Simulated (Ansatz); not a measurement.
Here is an unrelaxed guess for Ti₃W₂.

```
Ti W
1.0
     2.81797    0.00000    0.00000
    -1.40898    2.44043    0.00000
     0.00000    0.00000   22.52501
Ti W
6 4
Cartesian
  0.0000 1.6270 1.1263
  0.0000 1.6270 5.6313
  0.0000 1.6270 10.1363
  1.4090 0.8135 21.3988
  1.4090 0.8135 12.3888
  1.4090 0.8135 16.8938
  0.0000 1.6270 19.1463
  0.0000 1.6270 14.6413
  1.4090 0.8135 3.3788
  1.4090 0.8135 7.8838
```

Method: DFT PBE, scalar-relativistic, plane waves, PAW in Ansatz. Plane waves to 420 eV, a k mesh through Γ of 6×6×1 on the computed 10-atom cell and Gaussian smearing (0.10 eV); no spin polarisation.

The zero of energy is the elements' standard structures at the same level; no fitted shifts are applied.

Q: What does a single point on this coarse mesh give?

A: The pressure is 15.3 GPa (the mean over three directions, positive in compression), the largest force is 0.33 eV/Å, and the energy is +0.31 eV/atom against the elements. The shortest distance is 2.78 Å.

Q: How much does it gain on relaxing, and where does it end?

A: Relaxing gains under 0.1 eV/atom (the start's value is from the coarse mesh, so the gain is rough) in 12 ionic steps and ends at +0.23 eV/atom on the finer mesh. The symmetry stays P6_3/mmc (No. 194). The volume per atom grows by 7.8 %, from 15.5 to 16.7 Å³. The shortest distance goes from 2.78 Å (Ti–W and Ti–Ti) to 2.82 Å (Ti–Ti and W–W). Conventional cell: a = 2.821 Å, c = 24.218 Å. Ti on a site of symmetry 3m has 9 Ti at 2.82–2.86 Å and 3 W at 2.93 Å; Ti on a site of symmetry -6m2 is surrounded by 6 Ti at 2.82 Å and 6 W at 2.93 Å; W is surrounded by 6 W at 2.82 Å and 6 Ti at 2.93 Å.

The last run used an 18×18×2 mesh (in the run's order of axes) for its 10-atom cell and Gaussian smearing of 0.10 eV. These runs have no spin–orbit coupling, which can matter for W. The relaxation can't lower the symmetry of the start. Symmetry constrained the relaxation, so the result can be a saddle point. Another cell of Ti3W2 relaxed alike, in I4/mmm, lies 211 meV/atom lower, so this cell isn't the stable form at this level.
